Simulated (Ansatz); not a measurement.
Lu:
```
CELL_PARAMETERS angstrom
      3.44324     0.00000     0.00000
     -1.72162     2.98194     0.00000
      0.00000     0.00000     5.34829
ATOMIC_POSITIONS crystal
  Lu 0.33333 0.66667 0.75000
  Lu 0.66667 0.33333 0.25000
```

Relaxed with PBEsol. Special points in fractions of this cell's reciprocal vectors: Γ (0.000, 0.000, 0.000); M (0.500, 0.000, 0.000); K (0.333, 0.333, 0.000); A (0.000, 0.000, 0.500); L (0.500, 0.000, 0.500); H (0.333, 0.333, 0.500).

Task: List the band energies nearest the Fermi level at these points for PBEsol in the plane-wave PAW code Ansatz.

Result: In eV from the Fermi level; about four levels below and three above (degenerate sets whole), none deeper than 8.9 eV; points with the same levels are listed once.

| k | below | above |
|---|---|---|
| Γ | -4.72 -4.72 -4.70 -4.69 -2.49 | 0.92 2.21 2.21 |
| M | -2.40 -1.49 -0.92 -0.30 | 1.73 1.84 2.54 |
| K | -1.00 -1.00 -0.78 -0.63 | 1.36 1.36 2.86 |
| A | -4.70 -4.70 -4.41 -4.41 | 1.27 1.27 2.10 2.10 2.10 2.10 |
| L | -4.72 -4.72 -4.72 -4.72 -2.21 -2.21 | 0.13 0.13 1.51 1.51 |
| H | -0.64 -0.64 -0.49 -0.49 | 0.45 0.45 3.52 3.52 |

Space group P6_3/mmc (hcp (Mg type)). Symmetry was held in the PBEsol relaxation. Spin–orbit coupling is left out wherever it is not named.

Potentials: the later of the program's two PAW sets.
